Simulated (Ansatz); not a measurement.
WS2: from a starting cell to a relaxed one

The start is a generated cell, WS2 placed in the anatase structure type. The structure is fully relaxed (lattice and positions, P = 0) with PBEsol (plane waves to 420 eV, PAW, scalar-relativistic; Ansatz, a first-principles code). First-step values are on the input's coarse k-mesh.

Ansatz input (later rounds restart from its end on a renewed k-mesh):
Ansatz 0.2 input:
```yaml
crystal:
  lattice:
    - [-2.423304, 2.423304, 6.091232]
    - [2.423304, -2.423304, 6.091232]
    - [2.423304, 2.423304, -6.091232]
  atoms:
    - { symbol: W, position: [0.5, 0.5, 0] }
    - { symbol: W, position: [0.25, 0.75, 0.5] }
    - { symbol: S, position: [0.2919, 0.2919, 0] }
    - { symbol: S, position: [0.0419, 0.5419, 0.5] }
    - { symbol: S, position: [0.4581, 0.9581, 0.5] }
    - { symbol: S, position: [0.7081, 0.7081, 0] }
basis: { ecutwfc: 420, ecutrho_ratio: 4, xc_grid: 2, fft_grid_basis: typed }
kpoints: { mp_grid: { grid: [7, 7, 7] } }
hamiltonian:
  xc: pbesol
  dispersion: none
  pseudopotentials: { kind: paw }
scf: { occupations: { method: fermi_dirac, width: 0.05 } }
relax: { f_tol: 0.01, max_steps: 100, cell: { stress_tol: 0.02 } }
output: { forces: true, stress: true }
```

| Item | Result |
|---|---|
| Initial pressure | -14 GPa (negative: the cell is under tension) |
| Largest initial force | about 0.8 eV/Å, on S3, S4, S5, S6 (atoms numbered as listed) |
| Outcome | The space group stays I4₁/amd (No. 141) (the run could not lower it); the end is anatase type, with 6 atoms in the primitive cell |
| Energy released | 0.26 eV/atom |
| Volume change | -29.9 %, from 23.85 to 16.72 Å³/atom |
| Shortest distances (start → end) | The closest pairs of elements (up to four, under 3.6 Å), start → end: S–W 2.48 → 2.36 Å; S–S 3.16 → 3.02 Å; W–W 3.89 → 3.26 Å |
| Band gap at the end | zero (metallic) |
| Optimiser moves | 11 |

Final structure:

```cif
data_S8W4
_chemical_formula_sum 'W4 S8'
_space_group_name_H-M_alt 'I41/amd :1'
_space_group_IT_number 141
_space_group_name_Hall 'I 4bw 2bw -1bw'
_cell_length_a 4.71408
_cell_length_b 4.71408
_cell_length_c 9.02808
_cell_angle_alpha 90.000
_cell_angle_beta 90.000
_cell_angle_gamma 90.000
loop_
_atom_site_label
_atom_site_type_symbol
_atom_site_symmetry_multiplicity
_atom_site_Wyckoff_symbol
_atom_site_fract_x
_atom_site_fract_y
_atom_site_fract_z
_atom_site_occupancy
W1 W 4 b 0.00000 0.00000 0.50000 1
S1 S 8 e 0.00000 0.00000 0.22995 1
```
(The calculation used a cell of 6 atoms; values per cell refer to that cell.)

Final values are on a 14×14×14 k-mesh of the relaxed cell. No spin polarisation in the result.

The run could not lose the symmetry of its start, so the end can be a saddle point.

The relaxed structure here is a generated cell of WS2: the first start was made by placing the elements on the sites of a structure type, and the end was not matched to a known phase here, so it may be hypothetical. Known forms of WS2 include space group No. 194.
